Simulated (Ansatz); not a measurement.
AlN:
```cif
data_Al2N2
_chemical_formula_sum 'Al2 N2'
_space_group_name_H-M_alt 'P63mc'
_space_group_IT_number 186
_space_group_name_Hall 'P 6c -2c'
_cell_length_a 3.10655
_cell_length_b 3.10655
_cell_length_c 4.97815
_cell_angle_alpha 90.000
_cell_angle_beta 90.000
_cell_angle_gamma 120.000
loop_
_atom_site_label
_atom_site_type_symbol
_atom_site_symmetry_multiplicity
_atom_site_Wyckoff_symbol
_atom_site_fract_x
_atom_site_fract_y
_atom_site_fract_z
_atom_site_occupancy
Al1 Al 2 b 0.66667 0.33333 0.49920 1
N1 N 2 b 0.33333 0.66667 0.38080 1
```

Relaxed with r²SCAN.

Task: Decompose the optical modes at the zone centre into irreducible representations, and say which are infrared and Raman allowed.

Result: Point group 6mm: Γ_opt = A1 + 2B1 + E1 + 2E2. Infrared: A1, E1. Raman: A1, E1, E2.

Task: Assign frequencies (DFPT, plane-wave PAW r²SCAN (Ansatz code); without the LO–TO term).

Result: E2 249, B1 559, A1 621, E2 665, E1 678, B1 740 cm⁻¹.

Subscripts of B labels follow the axes of the standard setting.

Space group P6_3mc (wurtzite). The cell was relaxed with r²SCAN under the symmetry of its start; phonons on a q-mesh show no instability.

Potentials: the earlier of the program's two PAW sets.
